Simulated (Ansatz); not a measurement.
Here is the system:

Relaxed BN (zinc blende):

```xyz
2
Lattice="0.0000 1.8049 1.8049 1.8049 0.0000 1.8049 1.8049 1.8049 0.0000" Properties=species:S:1:pos:R:3 pbc="T T T"
N      2.7073     2.7073     2.7073
B      0.0000     0.0000     0.0000
```

The atoms are displaced by Q × the pattern below (from a DFPT mode at Γ, largest move 1; Q in Å), at fixed cell. It is one choice among 3 degenerate patterns.

```csv
atom,x,y,z
N1,0.000,0.000,0.772
B2,0.000,0.000,-1.000
```

Method: r2SCAN (plane waves to 500 eV, PAW, scalar-relativistic; Ansatz, an electronic-structure program). k mesh 16×16×16 (Γ-centred), Fermi-Dirac smearing 0.05 eV. E stands for the smeared free energy. BN was relaxed with its symmetry unable to fall. The zero of ΔE is the undisplaced structure.

The scan covers Q from -0.180 to 0.180 Å in 13 points.

**Question.** Which space group does the distorted structure have?

**Answer.** Imm2 (No. 44), lowered from F-43m.

**Question.** Is the energy the same for equal positive and negative displacements?

**Answer.** Even: the same for both signs.

**Question.** What is the energy change at Q = 0.180 Å?

**Answer.** 1112 meV/cell.

**Question.** What harmonic wavenumber does the curvature at Q = 0 give?

**Answer.** 1044 cm⁻¹.

(For displaced atoms, the force is minus the slope of the energy, and its curvature is a force constant, which sets phonon frequencies.)
